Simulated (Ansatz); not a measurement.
Consider the following.

WO₃:
```
WO3
1.0
    5.31463     0.00000     0.00000
    0.00000     5.31463     0.00000
    0.00000     0.00000     3.93287
W O
2 6
Cartesian
  2.65732   0.00000   3.67961
  0.00000   2.65732   0.25326
  2.65732   0.00000   1.92484
  0.00000   2.65732   2.00802
  1.32866   1.32866   0.00000
  1.32866   3.98598   0.00000
  3.98598   3.98598   0.00000
  3.98598   1.32866   0.00000
```

This is the PBEsol-relaxed structure. Cartesian axes are those of the cell as given.

**Question.** All from PBEsol (plane waves, PAW; program Ansatz), unless another level is named. Estimate the HSE06 gap on the PBEsol cell.

**Answer.** 1.73 eV.

**Question.** Give the gap with spin–orbit coupling.

**Answer.** 0.51 eV.

**Question.** Give the electron effective mass.

**Answer.** 0.16 along x (mₑ).

**Question.** And the weight of the conduction-edge state by species (Voronoi cells)?

**Answer.** W 73 %, O 27 %.

Space group P4/nmm. The workflow started from a Materials Project entry (that database holds measured and hypothetical structures alike); the Crystallography Open Database files this formula in space group No. 129, but the cells were not matched. Whether it is the stable phase at ambient conditions was not checked. Symmetry was held in the PBEsol relaxation; whether a distortion lowers the energy is not shown. The run is not spin-polarised. No Hubbard U is applied. Spin–orbit coupling is left out wherever it is not named.

Potentials: the later of the program's two PAW sets.
